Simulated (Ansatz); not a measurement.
Values for one crystal, relaxed and computed with the program Ansatz at the PBEsol level (PAW); other levels are named.

```yaml
volume_per_atom: 5.86 Å³
band_gap: 4.29 eV (indirect)
Pressure derivative B′: 3.7
Poisson's ratio: 0.12
hill_bulk_and_shear_moduli: 385 and 388 GPa
Hole effective mass, band 1 of 3 at the edge: 0.52 along [100], 4.0 along [110], 1.2 along [111] (mₑ)
Hole effective mass, band 2 of 3 at the edge: 0.52 along [100], 0.52 along [110], 1.2 along [111] (mₑ)
```

**Question.** Pick the material that matches.
(A) GaN, zinc blende
(B) BN, zinc blende
(C) OsC, zinc blende
(D) BAs, P6_222 (B on 3d, As on 3c)

**Answer.** B, BN, zinc blende

Space group F-43m (zinc blende). The PBEsol relaxation kept the symmetry of its start.

Potentials: the earlier of the program's two PAW sets. The files were generated under PBE; for other functionals the program regenerates the frozen cores, and for LDA and PBEsol the local potential too.
